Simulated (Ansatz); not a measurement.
One stationary structure of AlAs. All values below come from PBEsol (plane waves to 420 eV, PAW, scalar-relativistic; Ansatz, a first-principles code).

```
CELL_PARAMETERS angstrom
      4.00304     0.00000     0.00000
     -2.00152     3.46674     0.00000
      0.00000     0.00000     6.58142
ATOMIC_POSITIONS crystal
  Al 0.66667 0.33333 0.99982
  Al 0.33333 0.66667 0.49982
  As 0.66667 0.33333 0.62538
  As 0.33333 0.66667 0.12538
```

### Question
Find the space group and the Wyckoff positions (tolerance 0.01 Å).

### Answer
Space group P6₃mc (No. 186); a = b = 4.003 Å, c = 6.581 Å, α = β = 90.00°, γ = 120.00°

```json
[
 {"atom": "Al", "site": "2b", "symmetry": "3m.", "x": "0.3333", "y": "0.6667", "z": "0.4998"},
 {"atom": "As", "site": "2b", "symmetry": "3m.", "x": "0.3333", "y": "0.6667", "z": "0.1254"}
]
```

This is the wurtzite type.

### Question
Give the shortest distances between elements (the closest pairs, up to four, under 3.6 Å).

### Answer
Al–As 2.45 Å.

```yaml
volume_per_atom: 22.83 Å³
band_gap: 1.64 eV, indirect (valence top at Γ, conduction bottom at 20 % of the way from L to M) (no spin-orbit coupling)
smallest_direct_gap: 1.72 eV at Γ
```

No spin polarisation in the result.

The run could not lose the symmetry of its start.

The first start was generated by placing the elements on the sites of a structure type. Materials Project lists a structure of AlAs in the same space group, P6₃mc (No. 186); the sites were not compared with it, nor with measured phases. Known forms of AlAs include space group No. 216.
